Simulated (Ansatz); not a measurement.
Electronic bands of the HfC (1 1 1) slab, simulated with Ansatz.

Miller indices refer to the conventional cell of Fm-3m (No. 225), a = 4.651 Å, b = 4.651 Å, c = 4.651 Å, α = 90.00°, β = 90.00°, γ = 90.00°.

The slab has 8 planes, was cut to end in C at the top (+c) and Hf at the bottom, and its atoms stand where a relaxation without spin-orbit coupling left them. Listed are levels within 1.2 eV of the Fermi level, the 22 nearest at most. Weights are Löwdin projections on the datasets' atomic orbitals, as shares of the full norm: they are low for levels that spill into the vacuum or into shells that a dataset lacks. Two planes next to each face count as outer, 4 of 8 in all, so a level spread evenly over the slab has a weight near 0.50.

```xyz
8
Lattice="3.2891 0.0000 0.0000 -1.6446 2.8484 0.0000 0.0000 0.0000 24.3994" Properties=species:S:1:pos:R:3 pbc="T T T"
Hf    0.0000    1.8990    7.6431
C     1.6446    0.9495    8.7909
Hf    0.0000    0.0000   10.2447
C     0.0000    1.8990   11.5450
Hf    1.6446    0.9495   12.8750
C     0.0000    0.0000   14.2215
Hf    0.0000    1.8990   15.5703
C     1.6446    0.9495   16.7071
```

Method: DFT PBE, scalar-relativistic, plane waves, PAW (Ansatz 0.2.0).

Plane waves to 420 eV, a k mesh through Γ of 12×12×1 on the computed 8-atom cell and Gaussian smearing (0.10 eV); no spin polarisation. The cell repeats along c with a dipole correction in the vacuum.

Command
```bash
ansatz run input.yaml --threads 2 --pin off --max-ram 5632MiB --backend cpu --events-out ev --progress --plain --runs-dir out
```

86 s on 2 threads of Arm Neoverse V1, on a shared host, peak memory 0.84 GiB

Levels at M (0.500, 0.000), in eV from the Fermi level, with weights (averaged over levels within 1.5 meV, which needn't be degenerate by symmetry):
```csv
level,outer two planes of both faces
-0.836,0.87
0.269,0.71
0.290,0.42
0.372,0.79
```

Levels at Γ (0.000, 0.000), in eV from the Fermi level, with weights (averaged over levels within 1.5 meV, which needn't be degenerate by symmetry):
```
 level  levels within 1.5 meV  outer two planes of both faces
-0.691                      1                            0.81
 0.027                      1                            0.49
 0.506                      2                            0.43
```

Levels at K (0.333, 0.333), in eV from the Fermi level, with weights (averaged over levels within 1.5 meV, which needn't be degenerate by symmetry):
```
 level  outer two planes of both faces
-0.418                            0.88
-0.026                            0.94
 0.074                            0.90
 0.693                            0.85
```

Bands cross the Fermi level. 8 of the listed levels have a weight of 0.6 or more on the outer planes; the nearest to the Fermi level is at -0.03 eV at K. The work function of the top face is 6.81 eV. Spin-orbit coupling is left out, which matters for the bands of heavy elements.
